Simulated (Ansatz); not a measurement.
CuAu3:
```cif
data_Au3Cu
_chemical_formula_sum 'Cu1 Au3'
_space_group_name_H-M_alt 'P 1'
_space_group_IT_number 1
_cell_length_a 4.88431
_cell_length_b 4.88431
_cell_length_c 4.88431
_cell_angle_alpha 132.091
_cell_angle_beta 132.091
_cell_angle_gamma 70.086
loop_
_space_group_symop_operation_xyz
  'x, y, z'
loop_
_atom_site_label
_atom_site_type_symbol
_atom_site_fract_x
_atom_site_fract_y
_atom_site_fract_z
_atom_site_occupancy
Cu1 Cu 0.00000 0.00000 0.00000 1
Au1 Au 0.75000 0.25000 0.50000 1
Au2 Au 0.25000 0.75000 0.50000 1
Au3 Au 0.50000 0.50000 0.00000 1
```

Relaxed with PBEsol.

Q: Which orbitals make up the states near the Fermi level in PBEsol (plane waves, PAW; program Ansatz)?

A: Within 0.5 eV of the Fermi level: Au 6s 31 %, Au 5d 26 %, Cu 3d 11 %, Cu 4s 10 %, outside the projected shells 22 %. Projections are on Löwdin-orthogonalised atomic valence shells; empty p or d shells of many metals are not among them.

Q: Tabulate the density of states.

A: States/eV per cell of 4 atoms, in 0.25 eV bins, energy from the Fermi level.

```
E (eV)  total  Au 5d  Cu 3d  Au 6s
------  -----  -----  -----  -----
-7.85    0.83   0.13   0.01   0.58
-7.60    1.04   0.25   0.01   0.68
-7.35    1.80   0.73   0.03   0.93
-7.10    2.31   1.51   0.06   0.64
-6.85    3.86   2.73   0.10   0.70
-6.60    5.92   4.44   0.16   0.81
-6.35    7.01   5.82   0.28   0.61
-6.10    8.12   7.09   0.32   0.56
-5.85    6.58   5.92   0.20   0.32
-5.60    5.45   5.00   0.15   0.18
-5.35    4.51   4.09   0.12   0.17
-5.10    5.46   5.00   0.15   0.17
-4.85    8.00   7.15   0.38   0.30
-4.60    7.18   6.29   0.42   0.29
-4.35    7.18   6.24   0.43   0.27
-4.10    7.60   6.45   0.72   0.22
-3.85    6.65   5.55   0.78   0.17
-3.60    5.92   4.77   0.85   0.18
-3.35   10.03   7.98   1.47   0.31
-3.10    5.92   4.38   1.13   0.18
-2.85    5.36   3.01   1.95   0.16
-2.60    6.39   2.97   3.01   0.19
-2.35    8.00   3.71   3.97   0.17
-2.10   11.40   4.15   6.95   0.16
-1.85   13.79   5.05   8.50   0.15
-1.60    9.19   3.65   5.27   0.18
-1.35    1.49   0.55   0.56   0.25
-1.10    1.35   0.48   0.39   0.29
-0.85    1.25   0.42   0.29   0.31
-0.60    1.33   0.40   0.26   0.35
-0.35    1.12   0.30   0.17   0.32
-0.10    1.04   0.27   0.12   0.32
0.15     1.15   0.29   0.10   0.38
0.40     1.14   0.26   0.08   0.38
0.65     1.12   0.23   0.07   0.38
0.90     1.11   0.20   0.06   0.36
1.15     1.11   0.18   0.05   0.35
1.40     1.08   0.15   0.04   0.33
1.65     1.06   0.13   0.04   0.31
1.90     1.07   0.12   0.04   0.30
2.15     0.91   0.09   0.02   0.24
2.40     0.71   0.07   0.02   0.19
2.65     0.75   0.07   0.01   0.24
2.90     0.86   0.08   0.01   0.30
3.15     1.03   0.09   0.02   0.42
3.40     1.48   0.14   0.02   0.69
3.65     1.37   0.11   0.02   0.57
3.90     1.38   0.10   0.01   0.48
4.15     1.25   0.08   0.01   0.37
4.40     1.12   0.06   0.01   0.29
4.65     1.18   0.06   0.01   0.25
```

Space group I4/mmm. The first step of the workflow began from a Materials Project structure, measured or hypothetical; the Crystallography Open Database copy checked does not list it. COD files the formula under space group No. 221. Its standing as an ambient phase is unchecked. The cell was relaxed with PBEsol under the symmetry of its start; whether a distortion lowers the energy is not shown. The run is not spin-polarised. Spin–orbit coupling is left out wherever it is not named.

Potentials: the later of the program's two PAW sets.
